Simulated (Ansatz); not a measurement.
Relaxed-ion elastic tensor of La₂O₃ (La2O3 or Ni2Al3 type, space group No. 164) in GPa (Voigt order), PBEsol (plane waves, PAW; program Ansatz); density 6.78 g/cm³, 15.97 Å³ per atom.

```
  216    131   86.4   29.6    0.0    0.0
  131    216   86.4  -29.6    0.0    0.0
 86.4   86.4    133    0.0    0.0    0.0
 29.6  -29.6    0.0   64.2    0.0    0.0
  0.0    0.0    0.0    0.0   64.2   29.6
  0.0    0.0    0.0    0.0   29.6   42.6
```

Question: Is the crystal mechanically stable?

Answer: Yes: the smallest eigenvalue of C is 21.9 GPa.

Question: Work out the Voigt, Reuss and Hill averages.

Answer: K_V = 130, K_R = 117, K_H = 124; G_V = 51.7, G_R = 35.7, G_H = 43.7 GPa.

Question: Give Young's modulus, Poisson's ratio, Pugh's ratio and the universal anisotropy index.

Answer: E = 9KG/(3K + G) = 117 GPa; ν = 0.34; K/G = 2.83 (ductile by the Pugh limit of 1.75); A_U = 5G_V/G_R + K_V/K_R − 6 = 2.34.

Question: Estimate the sound speeds and the Debye temperature.

Answer: v_l = √((K + 4G/3)/ρ) = 5180 m/s, v_t = √(G/ρ) = 2540 m/s, mean 2850 m/s; Θ = (h/k)(3n/4πV)^(1/3) v_m = 337 K.

Question: Solve the Christoffel equation for the three sound speeds along x, y, z.

Answer: Eigenvalues of C_ijkl n_j n_l equal ρv². In km/s, slowest first: x 1.80, 3.54, 5.64; y 2.51, 2.94, 5.72; z 3.08, 3.08, 4.44.

Question: How much does each axis shrink under pressure?

Answer: Linear compressibilities β_i = Σ_j S_ij (j = 1 to 3): x 1.5, y 1.5, z 5.6 per TPa.

Space group P-3m1 (La2O3 or Ni2Al3 type). The cell was relaxed with PBEsol under the symmetry of its start. Spin–orbit coupling is left out wherever it is not named.

Potentials: the earlier of the program's two PAW sets. The files were generated under PBE; for other functionals the program regenerates the frozen cores, and for LDA and PBEsol the local potential too.
